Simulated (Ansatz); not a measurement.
Problem. Name crystals whose computed values (PBEsol in the plane-wave PAW code Ansatz) fall in these windows: gap (eV) 0.94 to 1.2; electron conductivity mass (mₑ) 0.18 to 0.23; B₀ by P(V) fit (GPa) 170 to 240.

Solution. 

| crystal | gap (eV) | electron conductivity mass (mₑ) | B₀ by P(V) fit (GPa) |
|---|---|---|---|
| Ga3NO3, Ima2 (Pearson symbol oI28) | 1.05 | 0.20 | 199 |
| ZnInGaO4, R3m (Pearson symbol hR7) | 1.17 | 0.19 | 171 |
Others may fit too.

Typed or built starts, not in the databases checked: Ga3NO3, Ima2 (Pearson symbol oI28). All cells were relaxed under the symmetry of their starts (and spin orders); stability against distortions was not tested throughout. Spin–orbit coupling is left out wherever it is not named.

Potentials: the earlier of the program's two PAW sets. The files were generated under PBE; for other functionals the program regenerates the frozen cores, and for LDA and PBEsol the local potential too.
